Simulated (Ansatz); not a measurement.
ZnS:
```yaml
crystal:
  lattice:
    - [3.74287, 0.00000, 0.00000]
    - [-1.87143, 3.24142, 0.00000]
    - [0.00000, 0.00000, 18.37454]
  atoms:
    - { symbol: Zn, position: [0.33333, 0.66667, 0.83330] }
    - { symbol: Zn, position: [0.66667, 0.33333, 0.33330] }
    - { symbol: Zn, position: [0.66667, 0.33333, 0.66687] }
    - { symbol: Zn, position: [0.33333, 0.66667, 0.16687] }
    - { symbol: Zn, position: [0.00000, 0.00000, 0.50002] }
    - { symbol: Zn, position: [0.00000, 0.00000, 0.00002] }
    - { symbol: S, position: [0.33333, 0.66667, 0.95809] }
    - { symbol: S, position: [0.66667, 0.33333, 0.45809] }
    - { symbol: S, position: [0.66667, 0.33333, 0.79162] }
    - { symbol: S, position: [0.33333, 0.66667, 0.29162] }
    - { symbol: S, position: [0.00000, 0.00000, 0.62509] }
    - { symbol: S, position: [0.00000, 0.00000, 0.12509] }
```

x, y and z are the axes in which the lattice vectors are written.

**Question.** Give the proper piezoelectric stress tensor with relaxed ions from DFT-LDA in the program Ansatz with PAW potentials.

**Answer.** In C/m², rows x, y, z, Voigt columns; mesh uncertainty up to 0.00.
```
 0.00   0.00   0.00   0.00  -0.10   0.00
 0.00   0.00   0.00  -0.10   0.00   0.00
-0.12  -0.12   0.18   0.00   0.00   0.00
```

The elastic tensor of the same run (GPa):

```
 139  66.8  51.6   0.0   0.0   0.0
66.8   139  51.6   0.0   0.0   0.0
51.6  51.6   159   0.0   0.0   0.0
 0.0   0.0   0.0  31.8   0.0   0.0
 0.0   0.0   0.0   0.0  31.8   0.0
 0.0   0.0   0.0   0.0   0.0  36.3
```

**Question.** Convert to strain constants d = e·S.

**Answer.** In pC/N:
```
 0.0   0.0   0.0   0.0  -3.0   0.0
 0.0   0.0   0.0  -3.0   0.0   0.0
-1.0  -1.0   1.8   0.0   0.0   0.0
```

Space group P6_3mc (6H polytype). The first step of the workflow began from a Materials Project structure, measured or hypothetical. Its sites differ from those of the usual phase in this space group: another stacking or structure type. The cell was relaxed with LDA under the symmetry of its start; its stability against distortions is not shown here. Signs of piezoelectric constants follow the polarity of the cell as given.

Potentials: the later of the program's two PAW sets.
